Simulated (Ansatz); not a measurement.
BAs (zinc blende, space group No. 216), a = b = c = 4.8091 Å, α = β = γ = 90.00°; the cell used has 2 atoms.

Relaxed with PBE.

Tabulate the valence density and the electron localisation function along the shortest As–B contact (2.08 Å), PBE in the plane-wave PAW code Ansatz.



```
distance from As (Å)  density (e/Å³)   ELF
--------------------  --------------  ----
0.21                           24.81  0.15
0.31                           16.94  0.16
0.42                           10.07  0.25
0.52                            5.37  0.39
0.62                            2.75  0.55
0.73                            1.52  0.67
0.83                            1.02  0.75
0.94                            0.84  0.81
1.04                            0.77  0.86
1.15                            0.74  0.90
1.25                            0.74  0.91
1.35                            0.76  0.89
1.46                            0.78  0.82
1.56                            0.78  0.65
1.67                            0.73  0.37
1.77                            0.60  0.11
1.87                            0.44  0.01
```

The density is the valence pseudo-density with augmentation charge, so density and ELF within about 1 Å of a nucleus are not all-electron values.

Space group F-43m (zinc blende). Symmetry was held in the PBE relaxation; phonons on a q-mesh show no instability.

Potentials: the later of the program's two PAW sets.
